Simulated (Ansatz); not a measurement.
AlV2C:
```
AlV2C
1.0
    2.90693     0.00000     0.00000
   -1.45346     2.51747     0.00000
    0.00000     0.00000    13.12757
Al V C
2 4 2
Direct
  0.33333   0.66667   0.25000
  0.66667   0.33333   0.75000
  0.33333   0.66667   0.58504
  0.66667   0.33333   0.41496
  0.66667   0.33333   0.08504
  0.33333   0.66667   0.91496
  0.00000   0.00000   0.00000
  0.00000   0.00000   0.50000
```

Relaxed with PBE. Special points in fractions of this cell's reciprocal vectors: Γ (0.000, 0.000, 0.000); M (0.500, 0.000, 0.000); K (0.333, 0.333, 0.000); A (0.000, 0.000, 0.500); L (0.500, 0.000, 0.500); H (0.333, 0.333, 0.500).

**Question.** List the band energies nearest the Fermi level at these points for the program Ansatz at the PBE level (PAW).

**Answer.** In eV from the Fermi level; about four levels below and three above (degenerate sets whole), none deeper than 8.9 eV; points with the same levels are listed once.

| k | below | above |
|---|---|---|
| Γ | -0.29 -0.29 -0.28 -0.28 | 0.56 0.56 0.59 0.59 |
| M | -2.48 -2.42 -1.54 -1.51 | 0.69 1.03 1.07 |
| K | -1.69 -1.69 -1.26 -0.24 | 1.06 1.06 1.21 1.21 |
| A | -0.29 -0.29 -0.29 -0.29 | 0.57 0.57 0.57 0.57 |
| L | -2.44 -2.44 -1.53 -1.53 | 0.90 0.90 1.10 1.10 |
| H | -1.59 -1.59 -0.72 -0.72 | 0.94 0.94 1.38 1.38 |

Space group P6_3/mmc. The cell was relaxed with PBE under the symmetry of its start. No spin polarisation was allowed.

Potentials: the earlier of the program's two PAW sets.
